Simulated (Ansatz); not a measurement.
What a change of settings does: MgRh

First run: DFT, PBEsol, PAW with Ansatz's default frozen-core files, scalar-relativistic (Ansatz 0.2.0).

Command: `ansatz run input.yaml --threads 1 --pin off --max-ram 2048MiB --backend cpu --events-out ev --progress --plain --runs-dir out` It took 5.4 s on 1 thread of AMD EPYC 7R43 64-Core Processor (Zen 3), with other jobs on the host, peak memory 0.37 GiB.

```yaml
crystal:
  lattice:
    - [3.0992, 0.0, 0.0]
    - [0.0, 3.0992, 0.0]
    - [0.0, 0.0, 3.0992]
  atoms:
    - { symbol: Mg, position: [0.0, 0.0, 0.0] }
    - { symbol: Rh, position: [0.5, 0.5, 0.5] }
kpoints:
  mp_grid: { grid: [12, 12, 12] }
  band_path:
    path:
      - [0.0, 0.0, 0.0]
      - [0.0, 0.5, 0.0]
      - [0.5, 0.5, 0.0]
      - [0.0, 0.0, 0.0]
      - [0.5, 0.5, 0.5]
      - [0.0, 0.5, 0.0]
      - [0.5, 0.5, 0.5]
      - [0.5, 0.5, 0.0]
    npoints: 6
scf:
  occupations: { method: fermi_dirac, width: 0.05 }
hamiltonian:
  xc: pbesol
  pseudopotentials: { kind: paw }
output:
  forces: true
  stress: true
  eigenvalues: true
  populations: true
  write_density: true
  write_potential: true
  elf: true
  volumetric_format: npy
```

The base volume is that of a database entry, so it needn't be at zero pressure; the structure needn't be the stable phase, at rest or compressed.

This run: the series' base cell.

It converges in 6 SCF iterations at a pressure of -2.01 GPa, cutoff 420 eV.

The input is then changed:

```diff
   pseudopotentials: { kind: paw }
+  dispersion: d3bjatm
 output:
   populations: true
-  write_density: true
-  write_potential: true
-  elf: true
-  volumetric_format: npy
+basis:
+  xc_grid: 3
```

Problem. What does the second run give?

Solution. It converges in 6 SCF iterations at a pressure of -5.88 GPa, cutoff 420 eV. More than one line changes, and not each need have an effect. Results part of its log:
```
SCF 1 converged in 6 iterations: F = -8252.395516 eV  dr2 = 3.49e-10
  greatest PAW one-centre occupation: 1.000 electrons in one spin orbital (limit 2), on the Mg atom at site 0 (counted from 0), in its partial waves of l = 0
NSCF: frozen V_eff on 43 k-points
SCF converged after 6 iterations
Free energy (F): -8252.395516 eV
Harris-Foulkes:  -8252.395516 eV  (|F-HF|=3.27e-10)
Internal energy: -8252.387144 eV  (E = F + TS)
E sigma→0 (E₀):  -8252.391330 eV
Entropy (-TS):   -0.008372 eV (-4.186 meV/atom)
Fermi energy:    13.775416 eV
--- Per-component energies (eV) ---
  E_band       = -465.332671
  E_kinetic    = 653.077601
  E_local      = -3255.706888  (includes V_loc(G=0)·N_el)
  E_nonlocal   = 455.427079
  E_hartree    = 1148.691685
  E_xc         = -250.045071
  E_vxc        = -316.149548  (∫ρ·V_xc dr)
  E_paw        = -3805.866697  (= ΣΔE_a)
  E_vpaw       = -299.365740  (= ΣTr[D̂ρ^β])
  E_aug_tail   = 0.000840  (compensation charges beyond the density's cutoff)
  E_ewald      = -3197.469689
  E_disp       = -0.831066  (pairwise vdW)
  E_core_change = 0.335062  (= ΣΔE_core)
  E_smearing   = -0.008372  (= −TS)
  E_closure    = 0.000000  (closes the sum)
  Σ components = -8252.395516   (vs F -8252.395516, Δ=0.00e0)
--- Forces (eV/Å), atoms counted from 1 ---
  atom   1  Mg    -0.00000000     0.00000000     0.00000000
  atom   2  Rh     0.00000000    -0.00000000    -0.00000000
  max |Σ_I F_I| component: 1.45e-28 eV/Å
--- Stress (GPa, compression-positive) ---
       -5.882902      -0.000000       0.000000
        0.000000      -5.882902       0.000000
        0.000000       0.000000      -5.882902
  P = ⅓ Tr σ = -5.8829 GPa (-58.829 kbar)
--- Band table (eV; the first three rows and the last of 84) ---
  k-point 0: bands = ["-63.4161", "-59.7965", "-31.3294", "-31.3294", "-31.3294", "-26.7338", "-26.7338", "-26.7338", "6.7707", "10.8665", "10.8665", "13.5876", "13.5876", "13.5876", "22.0741", "22.0741", "22.0741", "25.2430"]
  k-point 1: bands = ["-63.4157", "-59.7964", "-31.3355", "-31.3288", "-31.3288", "-26.7358", "-26.7338", "-26.7338", "6.8940", "10.8971", "10.9237", "13.5045", "13.5045", "13.5968", "21.1962", "22.2556", "22.2556", "25.0798"]
  k-point 2: bands = ["-63.4146", "-59.7962", "-31.3520", "-31.3270", "-31.3270", "-26.7414", "-26.7341", "-26.7341", "7.2545", "10.9824", "11.0766", "13.2895", "13.2895", "13.6222", "19.6141", "22.7611", "22.7611", "24.6470"]
  k-point 83: bands = ["-63.3985", "-59.7921", "-31.4013", "-31.4013", "-31.4013", "-26.7591", "-26.7591", "-26.7591", "10.6751", "10.6751", "10.6751", "14.5147", "14.5147", "18.3437", "18.3437", "18.3437", "21.2479", "22.9281"]
--- Löwdin populations: 2 sites ---
  site symbol       q [e]
     0     Mg      8.9230
     1     Rh     17.7800
  spilling = 0.010998 (of n_electrons = 27.000000)
```
